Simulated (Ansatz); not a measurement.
YPb3 (Cu3Au type)

```
CELL_PARAMETERS angstrom
      4.86063     0.00000     0.00000
      0.00000     4.86063     0.00000
      0.00000     0.00000     4.86063
ATOMIC_POSITIONS crystal
  Y  0.00000 0.00000 0.00000
  Pb 0.50000 0.50000 0.00000
  Pb 0.00000 0.50000 0.50000
  Pb 0.50000 0.00000 0.50000
```

The volume is varied about the relaxed value V₀ at fixed cell shape. Symmetry pins the atoms to their sites.

Method: r2SCAN (plane waves to 500 eV, PAW, scalar-relativistic; Ansatz, a first-principles code). k mesh 10×10×10 (Γ-centred), Fermi-Dirac smearing 0.05 eV. Energies are smeared free energies. Stress and pressure are positive under compression. Spin-orbit coupling is left out, though Pb is heavy. YPb3 is run without spin polarisation. YPb3 was relaxed with its symmetry unable to fall. ΔE is measured from the relaxed starting cell.

**Question.** What ΔE (eV/atom) and P (GPa) does the calculation give at V/V₀ = 0.840, 0.872, 0.904, 0.968, 1.064, 1.128?

**Answer.** 
```tsv
V/V₀	ΔE (eV/atom)	P (GPa)
0.840	0.173	14.2
0.872	0.103	10.2
0.904	0.054	6.9
0.968	0.005	1.9
1.064	0.018	-2.9
1.128	0.064	-5.0
```

(A scan under strain: stresses follow from slopes of the energy per volume, elastic moduli from its curvatures.)
